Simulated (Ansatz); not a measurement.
CaTiO3:
```
CELL_PARAMETERS angstrom
      3.78444    -3.82426     0.00000
      3.78444     3.82426     0.00000
      0.00000     0.00000     7.63966
ATOMIC_POSITIONS crystal
  Ca 0.51529 0.48471 0.25000
  Ca 0.48471 0.51529 0.75000
  Ca 0.00921 0.99079 0.25000
  Ca 0.99079 0.00921 0.75000
  Ti 0.00000 0.50000 0.50000
  Ti 0.00000 0.50000 0.00000
  Ti 0.50000 0.00000 0.50000
  Ti 0.50000 0.00000 0.00000
  O  0.94825 0.45838 0.25000
  O  0.05175 0.54162 0.75000
  O  0.45838 0.94825 0.75000
  O  0.54162 0.05175 0.25000
  O  0.29283 0.70717 0.04511
  O  0.70717 0.29283 0.95489
  O  0.70717 0.29283 0.54511
  O  0.29283 0.70717 0.45489
  O  0.20400 0.20400 0.00000
  O  0.79600 0.79600 0.00000
  O  0.79600 0.79600 0.50000
  O  0.20400 0.20400 0.50000
```

Relaxed with PBEsol. Independent-particle spectrum: no excitons, no local fields, no scissors shift; 0.1 eV broadening; ε₁ of the summed bands alone.

Tabulate the dielectric function from plane-wave PAW PBEsol (Ansatz code).



```tsv
E (eV)	ε₁ xx	ε₂ xx	ε₁ yy	ε₂ yy	ε₁ zz	ε₂ zz
0.0	6.17	0.00	6.21	0.00	6.14	0.00
0.5	6.23	0.00	6.26	0.00	6.20	0.00
1.0	6.41	0.00	6.45	0.00	6.38	0.00
1.5	6.77	0.00	6.81	0.00	6.73	0.00
2.0	7.48	0.00	7.51	0.00	7.42	0.00
2.5	9.51	0.53	9.55	0.52	9.41	0.57
3.0	9.13	4.23	9.21	4.22	8.81	3.90
3.5	8.49	5.08	8.10	5.37	7.99	5.15
4.0	8.30	7.18	7.51	6.76	7.65	6.28
4.5	2.19	10.15	4.61	8.88	5.02	9.80
5.0	-0.21	5.03	0.45	5.83	0.32	5.51
5.5	2.36	2.93	2.34	3.21	2.46	3.07
6.0	2.24	3.73	2.55	3.94	2.35	3.90
6.5	2.81	3.79	3.01	3.70	3.02	3.81
7.0	3.17	4.17	3.46	4.98	2.99	4.64
7.5	2.10	4.72	2.47	5.92	1.91	4.88
8.0	2.32	5.67	1.36	6.50	2.44	5.24
8.5	-0.21	5.41	-0.39	4.97	0.27	5.37
9.0	-0.88	4.34	-0.67	4.16	-0.09	4.75
9.5	-0.66	3.39	-0.95	3.50	-0.74	4.13
10.0	-0.58	3.06	-0.54	2.85	-0.73	3.05
10.5	-0.74	2.69	-0.61	2.67	-0.78	3.05
11.0	-0.90	2.13	-0.74	2.68	-0.83	2.38
11.5	-0.94	1.79	-0.82	1.99	-1.44	2.19
12.0	-0.70	0.97	-0.80	1.35	-1.01	1.26
```

From ε at 2.4 eV (xx: 8.93 + 0.15i), find n, k, the normal reflectivity and the absorption coefficient.

n = 2.99, k = 0.025, R = 25 %, α = 2kE/ħc = 6100 cm⁻¹.

With all bands, ε∞ without local fields is 6.47 (xx), 6.51 (yy), 6.45 (zz).

Space group Cmcm. The first step of the workflow began from a Materials Project structure, measured or hypothetical; the Crystallography Open Database copy checked does not list it. COD files the formula under space group No. 11, 62, 65, 140, 221. Its standing as an ambient phase is unchecked. Symmetry was held in the PBEsol relaxation. At this level the phase is dynamically unstable (imaginary phonons). No spin polarisation was allowed.

Potentials: the later of the program's two PAW sets.
